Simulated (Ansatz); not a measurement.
## Notes on ZnCl3

```
Zn Cl
1.0
     3.59680    6.22983    0.00000
    -3.59680    6.22983    0.00000
     0.00000    0.00000    4.08245
Zn Cl
2 6
Direct
  0.33330 0.33340 0.25000
  0.66660 0.66670 0.75000
  0.38820 0.91360 0.25000
  0.08640 0.30180 0.75000
  0.69820 0.38820 0.25000
  0.61180 0.08640 0.75000
  0.91360 0.69820 0.25000
  0.30180 0.61180 0.75000
```

Level: r2SCAN, no spin polarisation; 500 eV; 6×6×8 Γ-centred mesh; fermi-dirac occupations (width 0.0109 eV); Ansatz 0.2.0, fixed geometry.

- Stress: The pressure is -4.4 GPa (compression positive), so with the atoms held at these fractions the cell would first shrink. The principal stresses -5.9, -3.6, -3.6 GPa differ, so its shape would change too.
- Formation energy: -0.39 eV an atom against the elements' usual phases (free molecules for gases, crystals otherwise, with no correction for O₂ or N₂), so it is bound against them; other compounds may still compete. Relaxing would lower it.
- Charges: Bader charges in e: Zn +1.27, Cl -0.42. In the mean Zn gives up most and Cl takes most.
- Electronic structure: It is a metal, with about 15 states/eV a cell as the mean within 0.25 eV of the Fermi level, mostly Cl p (99 %).

Origin: a known structure type with other elements, at an estimated volume, so it need not be a known compound. Caveats: many states at the Fermi level without spin polarisation, so a magnetic state may lie lower.
